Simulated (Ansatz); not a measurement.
Molecular dynamics on a 1×1×1 supercell (6 atoms) of CsLi₂Br₃ (Immm), relaxed with r2SCAN. Forces come from r2SCAN in Ansatz: a Langevin thermostat at fixed volume, 800 K, steps of 1 fs. Computed, non-magnetic; the trajectory is short and the cell small, so nothing here is a converged average.

```yaml
crystal:
  lattice:
    - [-2.3354078304, 2.8259266677, 6.6358930973]
    - [2.3354078304, -2.8259266677, 6.6358930973]
    - [2.3354078304, 2.8259266677, -6.6358930973]
  atoms:
    - { symbol: Cs, position: [0.0, 0.5, 0.5] }
    - { symbol: Li, position: [0.3084003404, 0.8084003404, 0.5] }
    - { symbol: Li, position: [0.6915996596, 0.1915996596, 0.5] }
    - { symbol: Br, position: [0.7792410987, 0.7792410987, 0.0] }
    - { symbol: Br, position: [0.2207589013, 0.2207589013, 0.0] }
    - { symbol: Br, position: [0.5, 0.0, 0.5] }
kpoints:
  mp_grid: { grid: [4, 4, 4] }
hamiltonian:
  xc: r2scan
scf:
  occupations: { method: fermi_dirac, width: 0.069 }
md:
  ensemble: nvt_langevin
  temperature: 800
  timestep: 1.0
  n_steps: 40
  initial_velocities: maxwell_boltzmann
  seed: 5554
```

Run as `ansatz run input.yaml --threads 4 --pin off --max-ram 4608MiB --backend cpu --events-out ev --progress --plain --runs-dir out`.

Problem. It ran on 4 threads of Arm Neoverse N1, with other jobs on the host, load about 0.9 per core. About how long did it take, and how much host memory at the peak?

Solution. About 6.5 min, with a peak of 0.94 GiB.

Problem. How do temperature and energy develop?

Solution. The temperature starts at 667 K, is lowest at step 27 (192 K, 27 fs) and ends at 479 K. The thermostat hasn't had time to restore it. The atoms start on their lattice sites with kinetic energy alone, so much of it first passes into potential energy. The first value is 5/6 of the setting, since velocities are drawn without the motion of the centre of mass and T is counted over all atoms. By the last step the atoms have moved 0.22 Å in the root mean square, the drift of the whole cell taken out, 0.43 Å at most.
```csv
step,t (fs),T (K),free energy F from step 0 (meV/atom),kinetic energy (meV/atom),largest force (eV/Å)
0,0,667,0.0,86.2,0.00
1,1,707,0.2,91.4,0.05
2,2,724,0.6,93.6,0.10
3,3,834,1.5,107.8,0.16
4,4,882,2.8,114.0,0.22
5,5,874,4.5,113.0,0.29
6,6,871,6.7,112.6,0.36
7,7,863,9.2,111.6,0.43
8,8,771,12.0,99.7,0.51
9,9,717,15.1,92.7,0.59
10,10,698,18.5,90.2,0.67
11,11,661,22.2,85.5,0.76
12,12,635,26.1,82.0,0.85
13,13,577,30.1,74.5,0.95
14,14,522,34.4,67.4,1.04
15,15,491,39.0,63.4,1.15
16,16,417,43.5,53.8,1.25
17,17,407,47.8,52.5,1.36
18,18,378,52.0,48.9,1.46
19,19,398,56.0,51.4,1.55
20,20,395,60.0,51.0,1.64
21,21,369,64.1,47.7,1.73
22,22,388,68.3,50.1,1.82
23,23,341,71.9,44.1,1.89
24,24,288,74.5,37.2,1.94
25,25,223,76.4,28.9,1.97
26,26,205,77.7,26.5,1.98
27,27,192,77.9,24.9,1.97
28,28,225,77.3,29.1,1.94
29,29,249,76.4,32.2,1.90
30,30,242,75.1,31.3,1.86
31,31,269,72.7,34.8,1.79
32,32,315,69.4,40.8,1.69
33,33,356,65.6,46.0,1.59
34,34,358,61.6,46.3,1.48
35,35,428,57.7,55.4,1.37
36,36,405,54.1,52.3,1.27
37,37,397,50.9,51.3,1.18
38,38,455,48.0,58.8,1.09
39,39,484,45.3,62.5,1.01
40,40,479,42.8,61.9,0.92
```

Positions (Å) and forces (eV/Å) at step 40:
```
Cs   2.375   0.005   0.002    -0.070  -0.161  -0.195
Li   2.144  -0.228   3.628     0.635  -0.080   0.664
Li   0.051   2.582   2.546    -0.063   0.073  -0.146
Br   0.028  -0.054  10.231    -0.059   0.166   0.074
Br  -0.030   0.039   2.918    -0.490  -0.182  -0.192
Br  -0.021   2.706   0.043     0.046   0.185  -0.205
```
